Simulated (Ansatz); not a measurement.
All numbers below come from DFT PBE, scalar-relativistic, plane waves, PAW (Ansatz 0.2.0). All cells share a 420 eV cutoff and Γ-centred k meshes spaced at most about 0.3 Å⁻¹ (about 0.25 or finer for metals, 2π included). Collinear spin in cells that started with moments and kept them past the coarse steps, no spin elsewhere.

Temperature and zero-point effects are left out. All come from trial cells, and lower structures may exist.

Question: Which of these relaxed structures of PtWSe4 is the lowest in energy?
A.

```xyz
6
Lattice="-2.7232 2.7232 6.0989 2.7232 -2.7232 6.0989 2.7232 2.7232 -6.0989" Properties=species:S:1:pos:R:3 pbc="T T T"
Pt    0.0000    0.0000    6.0989
W     0.0000    0.0000    0.0000
Se    1.4142    1.4142    4.6525
Se   -1.4142    1.4142    7.5452
Se    1.3090    1.3090   -1.4464
Se    1.4142   -1.4142    7.5452
```

B.

```xyz
6
Lattice="2.5277 -4.0798 0.0000 2.5277 4.0798 0.0000 0.0000 0.0000 8.2507" Properties=species:S:1:pos:R:3 pbc="T T T"
Pt    0.0000    0.0000    4.1254
W     2.5277    0.0000    0.0000
Se    2.5277    2.6545    0.0000
Se    2.5277   -2.6545    0.0000
Se    1.2639    2.0399    4.1254
Se    1.2639   -2.0399    4.1254
```

C.

```xyz
6
Lattice="4.3833 0.0000 0.0000 0.0000 4.3833 0.0000 0.0000 0.0000 6.2495" Properties=species:S:1:pos:R:3 pbc="T T T"
Pt    2.1917    2.1917    0.0000
W     0.0000    0.0000    3.1248
Se    2.1917    0.0000    1.6178
Se    2.1917    0.0000    4.6317
Se    0.0000    2.1917    4.6317
Se    0.0000    2.1917    1.6178
```

Answer: A. It has space group I-42m (No. 121); the next, C, with Pt and W ordered on fluorite sites, space group P4/mmm (No. 123), lies 61 meV/atom higher. Largest moments: A no spin, C no spin, B 1.6 μB. Counting Se atoms around Pt and W (those within 1.25 times the shortest such distance or 1.15 times the sum of covalent radii), the lowest has Pt 4, W 4 and the next has Pt 8, W 8.

No dispersion correction is applied, so the spacing and binding between layers, chains or molecules are poorly described (I-42m, Cmmm), and this can change margins and order among such cells. Spin–orbit coupling, which can matter for Pt and W, is left out. The magnetic state reached may not be the lowest. Cells relaxed within their symmetry can be saddle points. Some types were kept out of the candidates beforehand, so the set may lack a known form.
